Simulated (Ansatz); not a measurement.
ZrSiS (space group P4/nmm)

```
ZrSiS
1.0
    3.51888     0.00000     0.00000
    0.00000     3.51888     0.00000
    0.00000     0.00000     8.02866
Zr Si S
2 2 2
Direct
  0.00000   0.50000   0.72908
  0.50000   0.00000   0.27092
  0.00000   0.00000   0.00000
  0.50000   0.50000   0.00000
  0.50000   0.00000   0.62056
  0.00000   0.50000   0.37944
```

Two coordinates are scanned: the volume, and the ratio of the stretch along z (the conventional c axis) to the stretch across it. Atoms keep their fractional coordinates.

The numbers are results of PBEsol (plane waves to 420 eV, PAW, scalar-relativistic; Ansatz, a quantum-chemistry and plane-wave program), not measurements. k mesh 13×13×6 (Γ-centred), Fermi-Dirac smearing 0.05 eV. The energy includes the smearing's −TS. As the atoms are clamped, bonds stretch with the cell, which overstates energies and stresses. With partly filled bands, the response to shear is sensitive to the k mesh, so small differences along c/a are uncertain. ZrSiS is run without spin polarisation. ZrSiS was relaxed with its symmetry unable to fall. ΔE is measured from the relaxed starting cell.

Task: Predict the ΔE (meV/atom) at all points of the grid V/V₀ = 0.960, 0.980, 1.000, 1.020, 1.040 by (c/a)/(c/a)₀ = 0.920, 0.960, 1.000, 1.040, 1.080.

Result: ΔE (meV/atom), with V/V₀ across and (c/a)/(c/a)₀ down:

```tsv
(c/a)/(c/a)₀ \ V/V₀	0.960	0.980	1.000	1.020	1.040
0.920	69	57	52	53	59
0.960	26	16	12	15	23
1.000	13	3	0	3	11
1.040	25	14	11	13	20
1.080	57	45	39	39	45
```

(Under strain, the slope of the energy per volume gives the stress and its curvature an elastic modulus.)
